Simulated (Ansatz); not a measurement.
# Fe (bcc, W type), scan of one atom of the cell

Fe (bcc, W type)

```xyz
2
Lattice="-2.8318 2.8318 2.8318 1.4159 -1.4159 1.4159 1.4159 1.4159 -1.4159" Properties=species:S:1:pos:R:3 pbc="T T T"
Fe     0.0000     0.0000     0.0000
Fe    -1.4159     1.4159     1.4159
```

Scan: atom 1 (Fe, nearest neighbour Fe at 2.452 Å; its periodic images, 2.5 Å or more away, move with it) is displaced along Cartesian [110], direction (0.707, 0.707, 0.000) in Cartesian axes, by s. The other atoms stay.

Level of theory: PBE (plane waves to 420 eV, PAW, scalar-relativistic; Ansatz, a first-principles code). k mesh 9×18×18 (Γ-centred), Fermi-Dirac smearing 0.05 eV. The energy includes the smearing's −TS. Compression counts positive. With partly filled bands, energies and forces of such displacements shift with the k mesh and the smearing. F∥ is the force on the atom along that direction. F⊥ is the part of the force across the line. On this mesh the relaxed cell isn't quite at rest: it carries a pressure of -0.2 GPa (compression positive) at the zero of the scan. Fe was relaxed with its symmetry unable to fall. Relaxed Fe ends ferromagnetic. Other magnetic orders were not checked, so this need not be the ground state. The zero of ΔE is the undisplaced structure.

| s (Å) | ΔE (eV/cell) | F∥ (eV/Å) | |F⊥| (eV/Å) | P (GPa) |
|---|---|---|---|---|
| -0.250 | 0.185 | 1.472 | 0.744 | 3.3 |
| -0.200 | 0.118 | 1.181 | 0.573 | 2.1 |
| -0.150 | 0.067 | 0.888 | 0.418 | 1.1 |
| -0.100 | 0.030 | 0.592 | 0.274 | 0.4 |
| -0.050 | 0.007 | 0.295 | 0.135 | -0.1 |
| 0.000 | 0.000 | 0.000 | 0.000 | -0.2 |
| 0.050 | 0.007 | -0.295 | 0.135 | -0.1 |
| 0.100 | 0.030 | -0.592 | 0.274 | 0.4 |
| 0.150 | 0.067 | -0.888 | 0.418 | 1.1 |
| 0.200 | 0.118 | -1.181 | 0.573 | 2.1 |
| 0.250 | 0.185 | -1.472 | 0.744 | 3.3 |

Key numbers:

```
Item                                                                                                                                             Result
--------------------------------------------------------  ---------------------------------------------------------------------------------------------
Energy at s = 0.250 Å                                                                                                                      185 meV/cell
Force along the line at s = -0.250 Å                                                                                                          1.47 eV/Å
Symmetry of the curve                                                                                                     even: the same for both signs
Shape of the curve                                                                       a single well with its minimum at or next to zero displacement
Force constant k = d²E/ds² at s = 0 (finite differences)                                                                                     5.90 eV/Å²
Harmonic estimate at the end of the scan                  ½ks² = 184 meV/cell against the computed 185 meV/cell, so the well is close to harmonic there
```

(For displaced atoms, the force is minus the slope of the energy, and its curvature is a force constant, which sets phonon frequencies.)
